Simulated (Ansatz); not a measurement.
## Perturbing TiSi₂

Base: an entry of the Crystallography Open Database (COD), its atoms then relaxed with PBE in this cell.

```
Ti Si
1.0
     0.00000    4.11800    4.26150
     2.38650    0.00000    4.26150
     2.38650    4.11800    0.00000
Ti Si
2 4
Direct
  0.75000 0.75000 0.75000
  0.50000 0.50000 0.50000
  0.08686 0.41314 0.08686
  0.41314 0.08686 0.41314
  0.16314 0.83686 0.16314
  0.83686 0.16314 0.83686
```

Atom numbers follow the list; atoms alike are taken as one site, whose name carries the number of the first.

Level of theory: DFT, PBE, plane waves and PAW, scalar-relativistic, 420 eV cutoff, Γ-centred 13×13×13 k-points, Fermi–Dirac smearing 0.05 eV (Ansatz 0.2.0).

Gradients in 10²¹ V/m²:

```tsv
site	atoms	V_zz base	η base	V_zz variant	η variant
Ti	1, 2	1.43	0.16	-1.08	0.81
Si	3, 4, 5, 6	-3.33	0.15	-2.99	0.24
```

Q: Which change was made?
A. volume scaled by 0.98, ions relaxed
B. z compressed by 1 %, ions relaxed
C. z stretched by 2 %, ions relaxed
D. volume scaled by 1.06, ions relaxed

A: C. The largest change of V_zz along a kept axis is on Si, from -3.33 to -2.99. The whole tensor moves most on Ti, by 0.93 along its most changed direction. In per cent, |V_zz| changes by -10 on Si (all sites that start above 2). On Ti the largest principal value lies along another axis in the second run, so the two V_zz can't be compared directly.

The run finds no gap above 0.1 eV (a metal, or nearly one), so the gradients can move by 10 % or more with the k-mesh.
